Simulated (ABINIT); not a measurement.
**BiTe: equilibrium volume by level of theory**

It takes space group R-3m (No. 166, trigonal). Conventional cell: a = 4.845 Å, b = 4.845 Å, c = 9.952 Å, α = 90.00°, β = 90.00°, γ = 120.00°. Around Bi (site symmetry -3m) lie 6 Te at 3.25 Å. Te (site symmetry -3m) has 6 Bi at 3.25 Å as nearest neighbours.

The cell comes from a database or a generator and needn't be the stable form of this composition.

| rung | level | program and potentials | cutoff (eV) | k mesh | smearing | core time | chip | equilibrium volume (Å³/atom) | notes |
| --- | --- | --- | --- | --- | --- | --- | --- | --- | --- |
| GGA | PBE | ABINIT, JTH PAW PBE v2.0 | 707 | 5 × 5 × 5 | fermi-dirac 0.05 | 1.9 min | Arm Neoverse V1 | 33.62 | 10.5 valence electrons an atom on average |
| GGA | RPBE | ABINIT, JTH PAW PBE v2.0 | 707 | 5 × 5 × 5 | fermi-dirac 0.05 | 4.2 min | Arm Neoverse V1 | 34.79 | potentials made for PBE; 10.5 valence electrons an atom on average |
| LDA | LDA | ABINIT, JTH PAW PBE v2.0 | 707 | 5 × 5 × 5 | fermi-dirac 0.05 | 4.8 min | Arm Neoverse V1 | 31.09 | potentials made for PBE; 10.5 valence electrons an atom on average |
| GGA | AM05 | ABINIT, JTH PAW PBE v2.0 | 707 | 5 × 5 × 5 | fermi-dirac 0.05 | 5.4 min | Arm Neoverse V1 | 31.78 | potentials made for PBE; 10.5 valence electrons an atom on average |
| GGA | PBEsol | ABINIT, JTH PAW PBE v2.0 | 707 | 5 × 5 × 5 | fermi-dirac 0.05 | 5.6 min | Arm Neoverse V1 | 31.67 | potentials made for PBE; 10.5 valence electrons an atom on average |
| GGA | PBEsol | ABINIT, JTH PAW PBE v2.0 | 599 | 7 × 7 × 7 | fermi-dirac 0.05 | 6.7 min | Arm Neoverse V2 | 31.94 | potentials made for PBE; 10.5 valence electrons an atom on average |
| LDA | LDA | ABINIT, JTH PAW LDA v2.0 | 816 | 7 × 7 × 7 | fermi-dirac 0.05 | 9.9 min | Arm Neoverse V2 | 31.27 | 10.5 valence electrons an atom on average |
| GGA | PBE | ABINIT, PseudoDojo NC SR PBE v0.4.1 standard | 1088 | 5 × 5 × 5 | fermi-dirac 0.05 | 12 min | Arm Neoverse V2 | 33.77 | 15.5 valence electrons an atom on average |

Times are single runs on shared hosts and different chips, so they are rough; meshes, cutoffs and the tasks' sizes weigh on the time. Task: relaxation of cell and atoms. All rows: no spin polarisation. Smearing widths are in eV. For a metal such meshes aren't converged. Meshes differ between rows, which moves values too. Meshes are those of the run's cell of 2 atoms unless a note names another. Relaxations start from the cell shown or near it and stop with a little pressure left. Runs on faulty files, with rough fits or with known faults for this quantity aren't shown. No row holds spin-orbit coupling.

By rung: LDA 31.09 to 31.27; GGA 31.67 to 34.79 (Å³/atom).
